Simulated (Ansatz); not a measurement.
RhI₃ in space group C2/m (No. 12; Rh on 4g, I on 8j, I on 4i), r²SCAN in the plane-wave PAW code Ansatz, all energies at zero smearing, with the estimated change up to a 700 eV cutoff added, with one set of potentials and settings (totals compare only within such a set). Cell of 8 atoms (2 Rh, 6 I): -58001.644 eV.

| element | reference phase | E (eV/atom) |
|---|---|---|
| Rh | Fm-3m, 1 atoms in the cell | -6415.2735 |
| I | Cmce, 4 atoms in the cell | -7528.0245 |

Formation energy per atom, worked out: (-58001.644 − 2×(-6415.2735) − 6×(-7528.0245))/8 = -0.369 eV/atom (-36 kJ per mol of atoms), at 0 K, without zero-point energy or fitted corrections.

The first step of the workflow began from a Materials Project structure, measured or hypothetical; the Crystallography Open Database copy checked does not list it. Whether it is the stable phase at ambient conditions was not checked. The r²SCAN relaxation kept the symmetry of its start; its stability against distortions is not shown here. No spin polarisation was allowed. A crystal of weakly bound layers computed without a dispersion correction: the cell and the soft elastic constants depend strongly on that. The references are the lowest solids computed at this level, not always the standard phases. Spin–orbit coupling is left out wherever it is not named.

Potentials: the later of the program's two PAW sets.
